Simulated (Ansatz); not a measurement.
InGa₃P₄, ordered on the zincblende lattice (P-43m) with 8 atoms a cell, relaxed with r2SCAN. The symmetry is P-43m (No. 215, cubic); a = 5.566 Å in the conventional setting, 21.56 Å³ an atom. Ga has 4 P at 2.38 Å; P has 3 Ga at 2.38 Å and 1 In at 2.51 Å; In has 4 P at 2.51 Å.

The questions ask for values computed with Ansatz 0.2.0 on this geometry. The cell comes from a prototype generator: it can be a known phase or a hypothetical one. No magnetic order is allowed.

Given (6×6×6 mesh): PBE gives a direct gap of 1.20 eV at Γ.

Q: What does r2SCAN give for the gap (6×6×6 mesh)?

A: With r2SCAN the gap is 1.60 eV and direct, at Γ. The gap differs by +0.40 eV from PBE's.

Q: How does the gap change from PBE to HSE06 (4×4×4)?

A: HSE06 gives a direct gap of 2.04 eV at Γ. The gap differs by +0.84 eV from PBE's.

Q: Roughly how does the cost of the PBE+SOC run (6×6×6) compare with r2SCAN's (6×6×6)?

A: About 5 times as much (4 core-minutes against 50 core-seconds, on 4 threads of Arm Neoverse V1, on a shared host).

Q: What are ε∞ and the Born charges with r2SCAN?

A: ε∞: 9.56 in all directions. Born charges, averaged over directions: Ga +2.26, P -2.29, In +2.37 e.

Only the levels marked +SOC include spin-orbit coupling.

The meshes of the hybrids are coarse, so their gaps aren't converged to the digits shown.
